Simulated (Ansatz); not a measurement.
With DFT-PBE in the program Ansatz with PAW potentials, Al in the tetragonal phase (I4/mcm; Al on 8h) relaxes to a = 8.188 Å, c = 2.754 Å.

Electronic character: metallic (no gap).

The bulk modulus is 49.8 GPa.

The start of the workflow was typed in or built on a structure type; neither database checked (COD, Materials Project) lists it. It is not the phase usual at ambient conditions (space group No. 225). The cell was relaxed with PBE under the symmetry of its start; its stability against distortions is not shown here. Axis ratios of metals converge slowly with the k-mesh, so a and c are less sure than the volume.

Potentials: the later of the program's two PAW sets.
